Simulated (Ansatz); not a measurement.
The geometry is COD entry 9008522, unchecked; take it as a test cell. The listed cell was then made from it by scaling, straining or moving an atom.

Zn: DFT, PBEsol, all-electron PAW with datasets made for the crystal, scalar-relativistic (Ansatz 0.2.0). What sets it apart from a plain run of this crystal: equal xy, yz and zx engineering shear strains of +3 %.

Command: `ansatz run input.yaml --threads 1 --pin off --max-ram 3072MiB --backend cpu --events-out ev --progress --plain --runs-dir out` The run took 100 s on 1 thread of Arm Neoverse V2, on a shared host, peak memory 1.5 GiB.

```yaml
crystal:
  lattice:
    - [2.6647980532, 0.0399719708, 0.0399719708]
    - [-1.2977822844, 2.2877968246, 0.0146307568]
    - [0.0742005, 0.0742005, 4.9467]
  atoms:
    - { symbol: Zn, position: [0.3333333333, 0.6666666667, 0.25] }
    - { symbol: Zn, position: [0.6666666667, 0.3333333333, 0.75] }
kpoints:
  mp_grid: { grid: [18, 18, 8] }
scf:
  occupations: { method: fermi_dirac, width: 0.03 }
hamiltonian:
  xc: pbesol
  pseudopotentials: { kind: all_electron, datasets: crystal }
output:
  forces: true
  stress: true
  eigenvalues: true
  efg: { contact_densities: true }
```

Output (standing set-up lines are left out):

```
hamiltonian.pseudopotentials.datasets: crystal makes datasets for this crystal and solves the spheres of its atoms anew in each pass: cutoff 280.0 eV, the density's 1120.0 eV; for an error of 0.50 meV an atom under PBE, 1.0 meV for the cell; an energy difference from a run of another recipe may be off by several times the error for the cell, under r2SCAN by more, where some 0.1 meV an atom stays at smaller errors; Zn in spheres of 1.312 Å, 12 of its electrons in bands
Pseudopotential: Zn, paw, valence charge 12, recommended cutoff 280 eV (normal), Koelling and Harmon's equation, gaussian nucleus
Crystal: 2 atoms, lattice volume = 30.401 Å³
Basis set: ecut = 280 eV, 333 PW (Γ), exchange–correlation on 30×30×60 points (8 copies of the dense FFT grid, shifted against one another)
Symmetry: 2 space group operations
Space group: P-1 (ITA 2), of the structure as read, at distance tolerance 3.1e-5 Å
k-points: 1300 of 2592
PAW one-centre angular grid: Zn, 590 points (default); XC on its mesh's 1909 points in the sphere
iter 1 solved again at ethr=2.75e-3 eV; its pass at ethr=1.00e-1 eV (dr2=6.60e-1 eV) is discarded
SCF iter   1: F=—  HF=-97669.944642 eV  |F-HF|=—  |Δ(HF+E_count)|=         —  Δρ=4.48e-2  dr2=6.13e-1  ethr=2.75e-3  ⟨swp⟩=3.0  Hψ=110616  notcnv=0
preconditioner: auto → none  [metal: Δε(μ)=0.006 eV  Ē_g=12.194 eV  σ=0.030 eV  W_gap=0.05  n_scr=4 (ndim 8)  ℏωp=33.0 eV  f_vac=0.000  D(μ)=0.41/eV (n_scr^D=2)  sad-step TF]
SCF iter   2: F=—  HF=-97669.819441 eV  |F-HF|=—  |Δ(HF+E_count)|=   1.25e-1  Δρ=1.95e-2  dr2=1.18e-1  ethr=2.56e-3  ⟨swp⟩=2.6  Hψ=42691  notcnv=0  defer=1
SCF iter   3: F=—  HF=-97669.788827 eV  |F-HF|=—  |Δ(HF+E_count)|=   3.06e-2  Δρ=9.75e-3  dr2=2.99e-2  ethr=4.93e-4  ⟨swp⟩=2.0  Hψ=41630  notcnv=0  defer=26
iter 4 solved again at ethr=1.96e-6 eV; its pass at ethr=1.25e-4 eV (dr2=4.70e-4 eV) is discarded
SCF iter   4: F=—  HF=-97669.785691 eV  |F-HF|=—  |Δ(HF+E_count)|=   3.14e-3  Δρ=1.80e-3  dr2=4.79e-4  ethr=1.96e-6  ⟨swp⟩=2.2  Hψ=94531  notcnv=0  defer=26
SCF iter   5: F=—  HF=-97669.786487 eV  |F-HF|=—  |Δ(HF+E_count)|=   7.97e-4  Δρ=8.54e-4  dr2=1.09e-4  ethr=1.96e-6  ⟨swp⟩=3.0  Hψ=40138  notcnv=0  defer=18
SCF iter   6: F=—  HF=-97669.786771 eV  |F-HF|=—  |Δ(HF+E_count)|=   2.84e-4  Δρ=2.60e-4  dr2=8.97e-5  ethr=4.56e-7  ⟨swp⟩=3.0  Hψ=53115  notcnv=0  defer=15
SCF iter   7: F=—  HF=-97669.786749 eV  |F-HF|=—  |Δ(HF+E_count)|=   2.20e-5  Δρ=8.86e-5  dr2=8.84e-6  ethr=3.74e-7  ⟨swp⟩=2.9  Hψ=38786  notcnv=0  defer=14
SCF iter   8: F=-97669.786745 eV  HF=-97669.786745 eV  |F-HF|=3.64e-10  |Δ(HF+E_count)|=   4.14e-6  Δρ=5.52e-6  dr2=1.46e-8  ethr=3.68e-8  ⟨swp⟩=2.8  Hψ=37985  notcnv=0  defer=3
SCF 1 converged in 8 iterations: F = -97669.786745 eV  dr2 = 1.46e-8
  Residual-converged pass: ⟨swp⟩=4.1  Hψ=66539  notcnv=0  max |occ|·‖R‖ = 5.3e-6 eV (tolerance 5.3e-6 eV)  dr2=8.82e-9  dr2_onsite=2.33e-8  max |Δocc| = 2.5e-8
  greatest PAW one-centre occupation: 0.978 electrons in one spin orbital (limit 2), on the Zn atom at site 1 (counted from 0), in its partial waves of l = 2
SCF converged after 8 iterations
Free energy (F): -97669.786745 eV
Harris-Foulkes:  -97669.786745 eV  (|F-HF|=3.64e-10)
Internal energy: -97669.785507 eV  (E = F + TS)
E sigma→0 (E₀):  -97669.786126 eV
Entropy (-TS):   -0.001238 eV (-0.619 meV/atom)
Past the cutoff: the bands carry plane waves up to 1.75 times it, of which those up to 1.5 times it add -0.000223 eV an atom, each by itself; the spheres take 0.000286 eV an atom off the energy for waves past 1.75 times it
By the cutoff:   a pressure is off by up to 0.008 GPa (1.2 times the spheres' own share and the shells' term, over an atom's volume, and 0.004 GPa: a bound that held against runs at twice the plane waves)
Past the cutoffs: a stress includes 0.0001 GPa for waves and charges beyond them, in addition to the slope of what the spheres take
In the spheres:  the bands' charges fall short by 8.1e-8 e at most (sound up to 1e-3)
Fermi energy:    13.759585 eV
--- Per-component energies (eV) ---
  The terms above E_closure are by the made datasets' own strengths, without shells solved beside the bands.
--- Forces (eV/Å), atoms counted from 1 ---
  atom   1  Zn     0.02077332     0.00409096    -0.00025107
  atom   2  Zn    -0.02077332    -0.00409096     0.00025107
  max |Σ_I F_I| component: 0.00e0 eV/Å
--- Stress (GPa, compression-positive) ---
       -6.026226      -0.975640      -0.758803
       -0.975640      -5.375107      -0.703872
       -0.758803      -0.703872      -3.906483
  P = ⅓ Tr σ = -5.1026 GPa (-51.026 kbar)
--- PAW observables at the nuclei: V_zz in 10²¹ V/m², potentials from the cell's mean, atoms counted from 1 ---
  atom   1  Zn V_zz =    +3.479095   η = 0.2826   by run symmetry: allowed
            electrostatic potential = -3944.623503 V   contact ρ = 166350.915998 e/Å³
  atom   2  Zn V_zz =    +3.479095   η = 0.2826   by run symmetry: allowed
            electrostatic potential = -3944.623503 V   contact ρ = 166350.915998 e/Å³
--- Band table (eV; the first three rows and the last of 1300) ---
  k-point 0: bands = ["3.2971", "5.1520", "5.8620", "6.0325", "6.0854", "6.1615", "6.2086", "6.4721", "6.4939", "6.6785", "6.7013", "10.0679", "10.7003", "27.2711", "30.5332"]
  k-point 1: bands = ["3.3919", "5.1410", "5.8633", "6.0323", "6.0813", "6.1598", "6.2045", "6.4820", "6.5046", "6.6735", "6.6964", "8.8579", "12.1180", "25.6894", "30.6473"]
  k-point 2: bands = ["3.6689", "5.0917", "5.8757", "6.0330", "6.0703", "6.1574", "6.1935", "6.5085", "6.5327", "6.6587", "6.6818", "7.6168", "13.9966", "23.1889", "30.8678"]
  k-point 1299: bands = ["5.3844", "5.3884", "5.6804", "5.6902", "6.4281", "6.4327", "6.6627", "6.6753", "6.8910", "6.8923", "11.9201", "12.0343", "13.9885", "14.1651", "23.7630"]
```
